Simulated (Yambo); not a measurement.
A G0W0@PBEsol run in Yambo for AlAs (zinc blende, space group F-43m, No. 216) (4×4×4 Γ-centred k mesh, 104 bands and a 10 Ry block in the screening, 104 bands in G with the Bruneval-Gonze terminator, plasmon pole fitted at 27.2 eV) gives these matrix elements, in eV, at the band edges (Γ → X):

| state | E0 | <Vxc> | <Σx> | <Σc(E0)> | Z |
|---|---|---|---|---|---|
| valence edge | 0.000 | -12.504 | -15.158 | 1.253 | 0.787 |
| conduction edge | 1.338 | -8.432 | -4.648 | -3.721 | 0.804 |

Q: Solve the linearised quasiparticle equation for both states, give the gap, and say how exchange and correlation each act on it.

A: E = E0 + Z(Σx + Σc − Vxc). Valence: 0.000 + 0.787 × (-15.158 + (1.253) − (-12.504)) = -1.10 eV. Conduction: 1.338 + 0.804 × (-4.648 + (-3.721) − (-8.432)) = 1.39 eV. The gap is 2.49 eV, against 1.34 eV in PBEsol. Replacing Vxc by bare exchange alone would open it by 6.44 eV; correlation takes back 4.97 eV of that, and Z scales what is left. Nearest settings tried, and what they do to the gap: 66 bands in G: -3 meV; 46 bands in W: -56 meV; 8 Ry block (137 vectors against 181): -24 meV. Not varied: mesh. So the settings aren't converged at that level. Spin-orbit splittings are left out.

The standard potential for As keeps a d shell in the valence without the s and p states of that shell. In tests on such compounds this moved G0W0 gaps by up to about 0.9 eV, so absolute quasiparticle energies here are unreliable; differences between settings are what counts.

Geometry relaxed with PBEsol; primitive cell a = b = c = 4.013 Å, α = β = γ = 60.00°.
